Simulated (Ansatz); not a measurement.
Relaxed-ion elastic tensor of AlFe (CsCl type, space group No. 221) in GPa (Voigt order), plane-wave PAW PBEsol (Ansatz code); density 5.97 g/cm³, 11.51 Å³ per atom.

```
273  147  147  0.0  0.0  0.0
147  273  147  0.0  0.0  0.0
147  147  273  0.0  0.0  0.0
0.0  0.0  0.0  152  0.0  0.0
0.0  0.0  0.0  0.0  152  0.0
0.0  0.0  0.0  0.0  0.0  152
```

Question: Is the crystal mechanically stable?

Answer: Yes: the smallest eigenvalue of C is 126 GPa.

Question: Work out the Voigt, Reuss and Hill averages.

Answer: K_V = 189, K_R = 189, K_H = 189; G_V = 117, G_R = 97.3, G_H = 107 GPa.

Question: Give Young's modulus, Poisson's ratio, Pugh's ratio and the universal anisotropy index.

Answer: E = 9KG/(3K + G) = 270 GPa; ν = 0.26; K/G = 1.77 (near the Pugh limit of 1.75, no verdict); A_U = 5G_V/G_R + K_V/K_R − 6 = 0.99.

Question: Estimate the sound speeds and the Debye temperature.

Answer: v_l = √((K + 4G/3)/ρ) = 7450 m/s, v_t = √(G/ρ) = 4230 m/s, mean 4700 m/s; Θ = (h/k)(3n/4πV)^(1/3) v_m = 620 K.

Space group Pm-3m (CsCl type). The PBEsol relaxation kept the symmetry of its start. Spin order of the final state: ferromagnetic, chosen from 3 collinear starts compared on coarse meshes (ties went to the first, and starts can fall back to one state), not a proven ground state. As this level gives no gap, shear constants depend on the k-mesh and smearing (Fermi–Dirac, 0.1 eV here).

Potentials: the later of the program's two PAW sets.
